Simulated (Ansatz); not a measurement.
HfIr3 in the AuCu3-type structure

Level of theory: DFT, PBEsol, scalar-relativistic, no spin polarisation; plane waves to 420 eV with PAW datasets (Ansatz 0.2.0), Γ-centred 8×8×8 mesh, 0.05 eV Gaussian smearing. The datasets are Ansatz's generated set soft_2.

```yaml
crystal:
  lattice:
    - [3.92392, 0.00000, 0.00000]
    - [0.00000, 3.92392, 0.00000]
    - [0.00000, 0.00000, 3.92392]
  atoms:
    - { symbol: Hf, position: [0.00000, 0.00000, 0.00000] }
    - { symbol: Ir, position: [0.00000, 0.50000, 0.50000] }
    - { symbol: Ir, position: [0.50000, 0.50000, 0.00000] }
    - { symbol: Ir, position: [0.50000, 0.00000, 0.50000] }
```

The start was a prototype's sites filled with these elements; the Crystallography Open Database holds the compound in this structure.

Cell and atoms are those of this level's equilibrium.

Path: Γ–X–M–Γ–R–X | R–M, with Γ = (0.000, 0.000, 0.000), X = (0.000, 0.500, 0.000), M = (0.500, 0.500, 0.000), R = (0.500, 0.500, 0.500) in reciprocal vectors of the calculation's cell.

**Question.** Is it a metal or an insulator, and if it has a gap, where are the band edges on this path?

**Answer.** A metal: bands cross the Fermi level.

Bands as a text map, energy in eV from the Fermi level (dashes), each leg drawn with the same width:
```
  3.71 |     ****** ** ** **    ***   ******   *  *  
  3.43 |  **     ** ***  **** **       ****     *****
  3.14 | *    ***  *** **** *   *       ** *     **  
  2.86 |*   *     ******     *         *        *  **
  2.57 | *   *   **              **   *** *    *     
  2.29 |        **          * *          *           
  2.00 |*********            *     * *    **  *      
  1.71 |  *                 * ***                    
  1.43 |**      *          * *   *****    * **       
  1.14 | **      *        * * **      ****    *      
  0.86 |                   *  *     *       ** *     
  0.57 |  **      *      **        * *       *  *    
  0.29 |    *****        **    *           *  *      
  0.00 |*****----*-*----*--****-*----*----*---*--*---
 -0.29 |  **        *   ** *   *  *** * **  ** *  *  
 -0.57 |   ***   *** ***  **    **   *** *    **   **
 -0.86 |    * * * **** ** *    *** *  *   *     * *  
 -1.14 |     *********  **        *     ****   ***   
 -1.43 |     *      ** ***            ***      *  *  
 -1.71 |      ***    **  **     ********   ****  ****
 -2.00 |   ** ** *   * ** **   * **   *** **   ** *  
 -2.29 |***  *  *****    *  *** *  ******** ******   
 -2.57 |  *        *    *  *   * *** * **     ****   
 -2.86 |   *  *     ** ** *      * *  ***      ****  
 -3.14 |    *  ********* *      * **** *********   **
 -3.43 |     *  *********         *   ** **     *****
 -3.71 |      ****** * **        *     *  **         
 -4.00 |      *    ******        *      **         **
        Γ      X      M      Γ      R      XR       M
```

The calculation's cell holds 77 valence electrons, an odd number. Without magnetic order each band takes two, so one stays part-filled and the crystal must be a metal. (Only strong correlation, outside this picture, could make a Mott insulator of it.)

These numbers lack spin–orbit coupling.
